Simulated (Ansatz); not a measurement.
ZrGe2:
```
CELL_PARAMETERS angstrom
      0.00000     3.23989     3.23989
      3.23989     0.00000     3.23989
      3.23989     3.23989     0.00000
ATOMIC_POSITIONS crystal
  Zr 0.00000 0.00000 0.00000
  Ge 0.25000 0.25000 0.25000
  Ge 0.75000 0.75000 0.75000
```

Relaxed with PBE. Special points in fractions of this cell's reciprocal vectors: Γ (0.000, 0.000, 0.000); X (0.500, 0.000, 0.500); U (0.625, 0.250, 0.625); K (0.375, 0.375, 0.750); L (0.500, 0.500, 0.500); W (0.500, 0.250, 0.750).

Problem. List the band energies nearest the Fermi level at these points for DFT-PBE in the program Ansatz with PAW potentials.

Solution. In eV from the Fermi level; about four levels below and three above (degenerate sets whole), none deeper than 8.9 eV; points with the same levels are listed once.

| k | below | above |
|---|---|---|
| Γ | -5.15 -3.29 -3.29 -3.29 | 0.46 0.46 2.89 2.89 2.89 |
| X | -2.32 -2.32 -0.09 -0.09 | 0.51 1.30 3.80 |
| U | -4.41 -2.72 -2.15 -0.69 | 0.17 1.26 1.58 |
| L | -2.54 -2.54 -1.04 -0.03 -0.03 | 0.02 0.90 0.90 |
| W | -3.88 -1.06 -1.06 -0.05 | 1.10 1.98 4.18 4.18 |

Space group Fm-3m (fluorite). The cell is a constructed one: a structure type filled with these elements; neither database checked (COD, Materials Project) lists it. COD files the formula under space group No. 63, so this cell is another polymorph or a model. Whether it is the stable phase at ambient conditions was not checked. The PBE relaxation kept the symmetry of its start; whether a distortion lowers the energy is not shown. The run is not spin-polarised. Spin–orbit coupling is left out wherever it is not named.

Potentials: the later of the program's two PAW sets.
